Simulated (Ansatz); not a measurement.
BaNbNO$_{2}$:
```
BaNbNO2
1.0
    4.08552     0.00000     0.00000
    0.00000     4.08552     0.00000
    0.00000     0.00000     4.08814
Ba Nb N O
1 1 1 2
Direct
  0.00000   0.00000   0.00000
  0.50000   0.50000   0.50000
  0.50000   0.50000   0.00000
  0.00000   0.50000   0.50000
  0.50000   0.00000   0.50000
```

Relaxed with PBEsol. Special points in fractions of this cell's reciprocal vectors: Γ (0.000, 0.000, 0.000); X (0.000, 0.500, 0.000); M (0.500, 0.500, 0.000); Z (0.000, 0.000, 0.500); R (0.000, 0.500, 0.500); A (0.500, 0.500, 0.500).

### Question
List the band energies nearest the Fermi level at these points for PBEsol with spin–orbit coupling in the plane-wave PAW code Ansatz.

### Answer
In eV from the Fermi level; about four levels below and three above (degenerate sets whole), none deeper than 8.9 eV; points with the same levels are listed once.

```csv
k,below,above
Γ,-0.31 -0.31 -0.03 -0.03,0.12 0.12 0.13 0.13
X,-1.17 -1.17 -0.08 -0.08,0.37 0.37 2.51 2.51
M,-0.42 -0.42 -0.32 -0.32,2.71 2.71 2.78 2.78
Z,-2.45 -2.45 -2.32 -2.32,0.18 0.18 3.83 3.83
R,-2.69 -2.69 -0.52 -0.52,2.56 2.56 3.86 3.86
A,-0.34 -0.34 -0.33 -0.33,3.70 3.70 4.55 4.55
```

Space group P4/mmm. The first step of the workflow began from a Materials Project structure, measured or hypothetical; the Crystallography Open Database copy checked does not list it. With N and O taken as one species the cell has the higher symmetry Pm-3m, so it may be an ordered model of a mixed-site phase. Whether it is the stable phase at ambient conditions was not checked. The PBEsol relaxation kept the symmetry of its start. At this level the phase is dynamically unstable (imaginary phonons). The run is not spin-polarised. The Fermi level of a semimetal is unsure by some 0.05 eV on such meshes.

Potentials: the later of the program's two PAW sets.
